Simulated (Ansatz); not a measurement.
The calculation used DFT PBE, scalar-relativistic, plane waves, PAW (Ansatz). All cells share a 420 eV cutoff and Γ-centred k meshes spaced at most about 0.3 Å⁻¹ (about 0.25 or finer for metals, 2π included). No spin polarisation in the final relaxations.

All energies are static (0 K, no zero-point motion).

Two relaxed structures of Lu₃Sc₂O:

A.

```yaml
crystal:
  lattice:
    - [5.07981, 0.00000, 0.00000]
    - [-2.53991, 4.39924, 0.00000]
    - [0.00000, 0.00000, 6.34011]
  atoms:
    - { symbol: Lu, position: [0.00000, 0.00000, 0.00000] }
    - { symbol: Lu, position: [0.33333, 0.66667, 0.50000] }
    - { symbol: Lu, position: [0.33333, 0.66667, 0.00000] }
    - { symbol: Sc, position: [0.66667, 0.33333, 0.77034] }
    - { symbol: Sc, position: [0.66667, 0.33333, 0.22966] }
    - { symbol: O, position: [0.00000, 0.00000, 0.50000] }
```

B.

```yaml
crystal:
  lattice:
    - [-2.78635, 2.78635, 4.87536]
    - [2.78635, -2.78635, 4.87536]
    - [2.78635, 2.78635, -4.87536]
  atoms:
    - { symbol: Lu, position: [0.50000, 0.00000, 0.50000] }
    - { symbol: Lu, position: [0.00000, 0.50000, 0.50000] }
    - { symbol: Lu, position: [0.00000, 0.00000, 0.00000] }
    - { symbol: Sc, position: [0.70612, 0.70612, 0.00000] }
    - { symbol: Sc, position: [0.29388, 0.29388, 0.00000] }
    - { symbol: O, position: [0.50000, 0.50000, 0.00000] }
```

**Question.** Which form is favoured at zero pressure, and by what margin per atom?

**Answer.** B is lower, by 241 meV/atom. A has space group P-6m2 (No. 187), 23.6 Å³/atom and no gap on its mesh; B has space group I4/mmm (No. 139), 25.2 Å³/atom and no gap. Counting Lu or Sc atoms around O (for each partner element, those within 1.25 times its shortest distance or 1.15 times the sum of covalent radii, where it is the nearest in units of that sum or under 1.3; a plus sign parts groups by distance over the sum of covalent radii), A has O 5 and B has O 2+4. The lower one is the more open, so pressure narrows the difference. In A, Lu on its first site is surrounded by 3 Lu at 2.93 Å, 2 O at 3.17 Å and 6 Sc at 3.27 Å; Sc is surrounded by 1 Sc at 2.91 Å, 9 Lu at 3.27–3.40 Å, 3 O at 3.40 Å and 1 Sc at 3.43 Å; O has 3 Lu at 2.93 Å, 2 Lu at 3.17 Å and 6 Sc at 3.40 Å; 2 more sites not described. In B, Lu on a site of symmetry mmm is surrounded by 2 Lu at 2.79 Å, 2 O at 2.79 Å, 4 Sc at 3.44 Å and 4 Lu at 3.94 Å; around Sc lie 1 O at 2.01 Å, 1 Lu at 2.87 Å and 4 Lu at 3.44 Å; around O lie 2 Sc at 2.01 Å and 4 Lu at 2.79 Å; 1 more site not described. Both come from invented guesses. A third cell relaxed alike, in P4/mmm, lies 0.34 eV/atom below the lower of the two.

Cells relaxed within their symmetry can be saddle points.
